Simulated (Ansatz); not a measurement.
Relax this structure to zero stress and force, keeping its symmetry:

```xyz
5
Lattice="4.1820 0.0000 0.0000 0.0000 4.1820 0.0000 0.0000 0.0000 4.1820" Properties=species:S:1:pos:R:3 pbc="T T T"
Rb    0.0000    0.0000    0.0000
V     2.0910    2.0910    2.0910
F     2.0910    2.0910    0.0000
F     0.0000    2.0910    2.0910
F     2.0910    0.0000    2.0910
```

The calculation used Ansatz 0.2.0, DFT r2SCAN, scalar-relativistic, plane waves, PAW.

Settings: cutoff 500 eV, Γ-centred mesh 8×8×8 on the computed 5-atom cell, Gaussian smearing of 0.02 eV; collinear spin from starting moments 0 2.51 0 0 0 μB.

What does it relax to?

The volume drops by 0.04 Å³/atom to 14.59 Å³/atom, and the energy changes by under 0.1 meV/atom. The cell ends with a moment of 3.00 μB (only this magnetic start was tried). Final structure:
```
Rb V F
1.0
     4.17794    0.00000    0.00000
     0.00000    4.17794    0.00000
     0.00000    0.00000    4.17794
Rb V F
1 1 3
Direct
  0.00000 0.00000 0.00000
  0.50000 0.50000 0.50000
  0.50000 0.50000 0.00000
  0.00000 0.50000 0.50000
  0.50000 0.00000 0.50000
```

Course of the relaxation (steps run on the plane waves of an earlier cell, and the basis is chosen afresh near the end, so energy and pressure can step there; trial steps that raised the energy were taken back; energies are free energies):

| step | P (GPa) | V (Å³/atom) |
| --- | --- | --- |
| 1 | -0.22 | 14.63 |
| 2 | -0.07 | 14.60 |
| 3 | 0.00 | 14.59 |
| 4 | 0.00 | 14.59 |

The state reached may not be the lowest one. The cell holds one magnetic atom, so it can only be ferromagnetic; an antiferromagnetic order may lie lower.

Symmetry holds off the tilts and polar distortions that many cubic perovskites undergo.

Cost: 1 run of about 1.2 core-minutes, on Arm Neoverse V2 (shared hosts).